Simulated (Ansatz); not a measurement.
**Ti₂Cl: computed properties**

All numbers below come from DFT PBE, scalar-relativistic, plane waves, PAW (Ansatz).

Plane waves to 420 eV, a k mesh through Γ of 12×12×12 on the computed 6-atom cell and Gaussian smearing (0.10 eV); no spin polarisation.

The structure is relaxed at this level of theory with its symmetry kept, and needn't be the ground state of this composition.

Space group R-3m (No. 166), trigonal, a = 3.125 Å, c = 42.591 Å. Ti on its first site is surrounded by 3 Cl at 2.45 Å, 3 Ti at 2.83 Å and 6 Ti at 3.13 Å; around Ti on its second site lie 6 Ti at 2.83–2.88 Å and 6 Ti at 3.13 Å; Cl is surrounded by 3 Ti at 2.45 Å.

| Property | Result |
| --- | --- |
| Volume per atom | 135.1 bohr³ |
| Formation energy from the elements' standard states (uncorrected) | -0.753 eV/atom |
| Kohn–Sham band gap | none (metal) |
| Density of states at the Fermi level | 5.1 states/eV per cell |
| Orbital (Löwdin) character within 0.5 eV of the Fermi level | Ti 3d 90 %, unprojected 4 % |
| Bader charge by site (e) | Ti (2 in the cell) 0.60, Ti (2 in the cell) 0.05, Cl (2 in the cell) -0.65 |

The cell holds layers, chains or molecules and no dispersion correction was added, so their binding is poorly described.

The cell was found from a proposed guess, not taken from experiment. Löwdin shares on free-atom orbitals overweight diffuse shells.
